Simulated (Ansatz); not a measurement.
System: Tl2H (fluorite prototype, strained and with displaced atoms), 3 atoms in the cell.

Method: PBE, all-electron LAPW, point nucleus in Ansatz 0.2.0 development build.

k-mesh 2×2×2 shifted by (0.5, 0.5, 0.5) steps; Fermi–Dirac smearing of 0.15 eV; no spin polarisation; no spin–orbit coupling.

```yaml
crystal:
  lattice:
    - [-3.19256, 0.07490, 3.10861]
    - [0.11953, 3.33769, 3.30305]
    - [-3.33351, 3.28420, -0.06604]
  atoms:
    - { symbol: H, position: [0.23564, 0.33013, 0.99070] }
    - { symbol: Tl, position: [0.47861, 0.59159, 0.25648] }
    - { symbol: Tl, position: [0.01061, 0.04227, 0.75592] }
```
Lattice in Å, positions in fractions of it.

(1) Would the cell expand or shrink if it were free to relax?

(2) Which atom feels the largest force? Give all forces.

Results:

(1) The pressure is 2.68 GPa, so at these settings the cell is compressed and would expand.

(2) Tl3, 0.657 eV/Å.

```json
{"atom": "H1", "Fx (eV/Å)": "0.036", "Fy (eV/Å)": "0.001", "Fz (eV/Å)": "0.012"}
{"atom": "Tl2", "Fx (eV/Å)": "0.459", "Fy (eV/Å)": "-0.205", "Fz (eV/Å)": "-0.392"}
{"atom": "Tl3", "Fx (eV/Å)": "-0.495", "Fy (eV/Å)": "0.204", "Fz (eV/Å)": "0.380"}
```

The k-mesh is coarse, so these values belong to this mesh and can lie far from the converged ones. The elements were drawn onto a prototype; most such cells aren't known phases. Spin–orbit coupling is left out, which matters for 6p elements such as Tl, Pb and Bi.
